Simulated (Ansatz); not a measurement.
# Profile along the Zn–Zn line in Zn (hcp, Mg type)

Zn (hcp, Mg type)

Space group P6₃/mmc (No. 194); a = 2.622 Å, b = 2.622 Å, c = 5.193 Å, α = 90.00°, β = 90.00°, γ = 120.00°

| atom | site | symmetry | x | y | z |
|---|---|---|---|---|---|
| Zn | 2d | -6m2 | 0.6667 | 0.3333 | 0.2500 |

Fields along a shortest Zn–Zn line of a (1 -1 0 0) plane (2.62 Å), from Zn to Zn, interpolated on the slice's grid (step about 0.2 Å). The numbers are results of PBE (plane waves to 420 eV, PAW, scalar-relativistic; Ansatz, a first-principles code), not measurements. k mesh 20×20×9. These are valence fields of a PAW run, semicore shells included where kept as valence: close to a nucleus they are smooth pseudo fields. The PAW data are Ansatz's earlier set. Zn was relaxed with its symmetry unable to fall.

| distance from Zn (Å) | valence electron density (e/Å³) | electron localisation function |
|---|---|---|
| 0.00 | 46.53 | x |
| 0.26 | 22.09 | x |
| 0.52 | 3.40 | 0.03 |
| 0.79 | 0.73 | 0.15 |
| 1.05 | 0.33 | 0.23 |
| 1.31 | 0.26 | 0.34 |
| 1.57 | 0.33 | 0.23 |
| 1.83 | 0.73 | 0.15 |
| 2.10 | 3.40 | 0.03 |
| 2.36 | 22.09 | x |
| 2.62 | 46.53 | x |

x: too close to a nucleus for the ELF to mean much.

Density on the Zn–Zn line (2.62 Å) at its midpoint: 0.26 e/Å³. ELF at that point: 0.34.
